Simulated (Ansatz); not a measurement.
GeSe2O6 in space group P2_1/c (No. 14; Pearson symbol mP18), plane-wave PAW r²SCAN (Ansatz code), all energies at zero smearing, with the estimated change up to a 700 eV cutoff added, with one set of potentials and settings (totals compare only within such a set). Cell of 18 atoms (2 Ge, 4 Se, 12 O): -37330.400 eV.

```tsv
element	reference phase	E (eV/atom)
Ge	Fd-3m, 2 atoms in the cell	-4302.9041
Se	P3_121, 3 atoms in the cell	-5478.1269
O	C2/m, 4 atoms in the cell, spin-polarised	-566.0281
```

Formation energy per atom, worked out: (-37330.400 − 2×(-4302.9041) − 4×(-5478.1269) − 12×(-566.0281))/18 = -1.097 eV/atom (-106 kJ per mol of atoms), at 0 K, without zero-point energy or fitted corrections.

The first step of the workflow began from a Materials Project structure, measured or hypothetical; the Crystallography Open Database copy checked does not list it. Whether it is the stable phase at ambient conditions was not checked. The r²SCAN relaxation kept the symmetry of its start; its stability against distortions is not shown here. The references are the lowest solids computed at this level, not always the standard phases (solids in place of the gases).

Potentials: the later of the program's two PAW sets.
